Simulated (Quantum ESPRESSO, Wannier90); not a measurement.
## Tight-binding from DFT: BaSnO3 (cubic perovskite)

```xyz
5
Lattice="4.1435 0.0000 0.0000 0.0000 4.1435 0.0000 0.0000 0.0000 4.1435" Properties=species:S:1:pos:R:3 pbc="T T T"
Ba     2.0717     2.0717     2.0717
Sn     0.0000     0.0000     0.0000
O      0.0000     2.0717     0.0000
O      2.0717     0.0000     0.0000
O      0.0000     0.0000     2.0717
```

Structure: Materials Project mp-3163, symmetrised, not relaxed again. COD (Crystallography Open Database) records the formula in this space group. Ideal cubic forms of this type are often high-temperature phases that distort on cooling; symmetry holds the cell here, and its stability was not tested. Level: PBEsol, spinors with spin-orbit coupling; pw.x of Quantum ESPRESSO at 68 Ry with PseudoDojo potentials, 4×4×4 k-points, Wannier90. Density: 8×8×8 mesh, Gaussian smearing 0.01 Ry.

A tight-binding model is made by disentanglement and projection with no localisation steps (num_iter = 0), so the 44 orbitals stay atom-like: hydrogen-like Ba: s;d; Sn: s;p; O: s;p, axes along x, y, z; frozen window up to 2.16 eV relative to the valence-band maximum. It follows pw.x to 2.1 meV rms for states up to 1.7 eV relative to the valence-band maximum. Matrix elements depend on this choice of orbitals and windows. Bands 19–20 (Ba 5p 94 %), 21–24 (Ba 5p 93 %) lie between the kept ones and are excluded.

Q: What are the on-site energies relative to the valence-band maximum, and how fast do the hoppings decay?

A: 
| atom | orbitals | energy (eV) |
|---|---|---|
| Ba1 | s↑ s↓ | 10.08 |
| Ba1 | dz2↑ dz2↓ dx2-y2↑ dx2-y2↓ | 7.90 |
| Ba1 | dxz↑ dxz↓ dyz↑ dyz↓ dxy↑ dxy↓ | 8.17 |
| Sn2 | s↑ s↓ | 2.26 |
| Sn2 | pz↑ pz↓ px↑ px↓ py↑ py↓ | 8.61 |
| O3 | s↑ s↓ | -15.17 |
| O3 | pz↑ pz↓ px↑ px↓ | -0.98 |
| O3 | py↑ py↓ | -1.96 |
| O4 | s↑ s↓ | -15.17 |
| O4 | pz↑ pz↓ py↑ py↓ | -0.98 |
| O4 | px↑ px↓ | -1.96 |
| O5 | s↑ s↓ | -15.17 |
| O5 | pz↑ pz↓ | -1.96 |
| O5 | px↑ px↓ py↑ py↓ | -0.98 |

| distance of the centres (Å) | largest modulus (eV) |
|---|---|
| 2–3 | 2.8 |
| 3–4 | 0.41 |
| 4–5 | 0.72 |
| 5–6 | 0.15 |
| 6–7 | 0.053 |
| 7–8 | 0.041 |
